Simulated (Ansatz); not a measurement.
Re2C in space group P-3m1 (No. 164; C on 1a, Re on 2d) under volume change, plane-wave PAW PBE (Ansatz code), shape and atoms relaxed at each volume.

```tsv
V (Å³/atom)	E − E(relaxed) (meV/atom)	P (GPa)
10.750	129.6	42.68
11.105	54.2	25.99
11.459	___	___
11.814	0.0	0.00
12.168	11.3	-9.97
12.522	42.9	-18.33
12.877	___	___
```

### Question
Some entries are withheld; supply them.

### Answer

- 11.459, E − E(relaxed) (meV/atom): 12.8
- 11.459, P (GPa): 11.89
- 12.877, E − E(relaxed) (meV/atom): 91.4
- 12.877, P (GPa): -25.28

### Question
What does a third-order Birch–Murnaghan fit give for V₀, B₀ and B′?

### Answer
V₀ = 11.81 Å³/atom, B₀ = 361 GPa, B′ = 4.8.

A made-up cell: these elements were put on the sites of a structure type; neither database checked (COD, Materials Project) lists it. Its standing as an ambient phase is unchecked. Symmetry was held in the PBE relaxation; its stability against distortions is not shown here. The run is not spin-polarised. Scalar-relativistic: spin–orbit coupling is off unless named, which matters more the heavier the elements.

Potentials: the earlier of the program's two PAW sets.
